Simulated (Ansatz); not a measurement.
KNi$_{2}$S$_{2}$:
```xyz
5
Lattice="-1.8539 1.8539 6.5702 1.8539 -1.8539 6.5702 1.8539 1.8539 -6.5702" Properties=species:S:1:pos:R:3 pbc="T T T"
S      0.0000     0.0000     4.6157
S      0.0000     0.0000     8.5246
K      0.0000     0.0000     0.0000
Ni     0.0000     1.8539     3.2851
Ni     1.8539     0.0000     3.2851
```
The run is spin-polarised; directions of the spins, atom by atom: ↑ ↑ 0 ↑ ↑.

This is the r²SCAN-relaxed structure.

All from r²SCAN in the plane-wave PAW code Ansatz, unless another level is named. Predict the electronic character.

metallic (no gap).

Predict the density of states at the Fermi level.

0.61 states/eV per atom (mean over ±0.08 eV).

And the formation energy from the elements (no fitted shifts)?

-0.74 eV/atom.

Space group I4/mmm. The workflow started from an entry of the Crystallography Open Database (COD). Its standing as an ambient phase is unchecked. Symmetry was held in the r²SCAN relaxation; its stability against distortions is not shown here. Magnetic state: ferromagnetic, the only order run, not a proven ground state. Other orbital occupations within this spin state were not tried. No Hubbard U is applied. The compound may be a true metal, but semilocal functionals without U, or a wrong spin order, can also close a gap. The references are the lowest solids computed at this level, not always the standard phases.

Potentials: the later of the program's two PAW sets.
